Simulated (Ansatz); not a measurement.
**Data sheet: AlBRu (DFT)**

AlBRu:
```xyz
6
Lattice="1.4269 -6.7670 0.0000 1.4269 6.7670 0.0000 0.0000 0.0000 3.3971" Properties=species:S:1:pos:R:3 pbc="T T T"
Al     1.4269    -2.6562     0.8493
Al     1.4269     2.6562     2.5478
B      1.4269     0.4169     2.5478
B      1.4269    -0.4169     0.8493
Ru     1.4269     5.4899     2.5478
Ru     1.4269    -5.4899     0.8493
```

Space group Cmcm (No. 63); conventional cell a = 2.854 Å, b = 13.534 Å, c = 3.397 Å, α = β = γ = 90.00°.

Method: DFT-PBEsol in the program Ansatz with PAW potentials. Geometry: relaxed at this level of theory. Other levels are named where they apply.

**Cell and energy**

* **Volume per atom**: 10.93 Å³
* **Density**: 7.03 g/cm³
* **Formation energy from the elements (no fitted shifts)**: -0.26 eV/atom

**Electronic structure**

- Electronic character: metallic (no gap)
- Density of states at the Fermi level: 0.47 states/eV per atom (mean over ±0.08 eV)

The start of the workflow was typed in or built on a structure type; neither database checked (COD, Materials Project) lists it. Whether it is the stable phase at ambient conditions was not checked. The cell was relaxed with PBEsol under the symmetry of its start; whether a distortion lowers the energy is not shown. The run is not spin-polarised. The references are the lowest solids computed at this level, not always the standard phases. Scalar-relativistic: spin–orbit coupling is off unless named, which matters more the heavier the elements.

Potentials: the earlier of the program's two PAW sets. The files were generated under PBE; for other functionals the program regenerates the frozen cores, and for LDA and PBEsol the local potential too.
